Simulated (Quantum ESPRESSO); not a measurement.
Ga5Al2MgP7Se, convergence and cost over cutoff and k mesh

Computed values, not a measurement. The program is pw.x of Quantum ESPRESSO 7.5 (plane-wave density functional theory). The cell is made up: 16 atoms on a doubled zincblende/diamond lattice, with randomly drawn elements, strain and displacements, not relaxed. PseudoDojo standard norm-conserving files (v0.5 for PBE, v0.4.1 for LDA and PBEsol) set the functional; there is no spin polarisation, spin-orbit coupling or dispersion term, and the masses in the input are unused placeholders.

Input of the run in row 4:

```
&control calculation='scf', pseudo_dir='./dojo.nc.sr.pbe.v0_5.standard.upf', outdir='./o', disk_io='medium', tprnfor=.true., tstress=.true. /
&system ibrav=0, nat=16, ntyp=5, nbnd=72, ecutwfc=85.99341389, nosym=.true., tot_charge=0,
 occupations='smearing', smearing='fd', degauss=0.0018374661
/
&electrons conv_thr=7.350e-09, electron_maxstep=60, /
ATOMIC_SPECIES
Al 1.0 Al.upf
Ga 1.0 Ga.upf
Mg 1.0 Mg.upf
P 1.0 P.upf
Se 1.0 Se.upf
CELL_PARAMETERS angstrom
5.4085 0.0 0.0
0.0 5.4085 0.0
0.0 0.0 10.8169
ATOMIC_POSITIONS angstrom
Ga -0.0661 0.0382 -0.114
Al -0.0346 2.643 2.7273
Ga 2.7049 0.0113 2.6839
Ga 2.6645 2.6981 0.0243
Al 0.1092 0.0179 5.4295
Ga 0.0296 2.7896 8.1956
Ga 2.6745 -0.074 8.209
Mg 2.6984 2.5797 5.4278
P 1.3335 1.4109 1.3238
Se 1.3635 4.0691 4.0332
P 4.0636 1.3363 4.0666
P 4.1833 3.9652 1.3334
P 1.3498 1.3002 6.6387
P 1.2951 4.0088 9.4443
P 4.0848 1.3697 9.449
P 4.025 4.1171 6.7721
K_POINTS automatic
4 4 2 1 1 1
```

The same cell was run at these settings. Meshes are shifted by half a step, and differences are from the last row, which is itself not exact.

```
cutoff (eV)     k mesh  k points solved  threshold (eV)  free energy less the last row's (eV)  pressure (GPa)  largest stress difference (GPa)  largest force difference (eV/Å)  iterations  wall time (s)  k-point pools              processor
        819  2 x 2 x 2                4           1e-04                                 5.004          -15.46                            24.98                            0.058          10            134              1  AMD EPYC, Zen 5 class
       1170  2 x 2 x 2                4           1e-07                                 0.251            9.04                             0.60                            0.061          14            404              1  AMD EPYC, Zen 5 class
        814  4 x 4 x 2               16           1e-07                                 5.264          -17.67                            26.60                            0.017          14            518              1  AMD EPYC, Zen 5 class
       1170  4 x 4 x 2               16           1e-07                                 0.015            8.93                             0.01                            0.004          14           1078              1  AMD EPYC, Zen 5 class
       1467  6 x 6 x 4               72           1e-07                                 0.000            8.92                             0.00                            0.000          14           2534              4        AMD EPYC, older
```

Each pool is one process. Wall times include start-up and a band step at six k points, which weighs most on the coarsest meshes. The runs were on shared virtual cores whose load varied, so times are rough.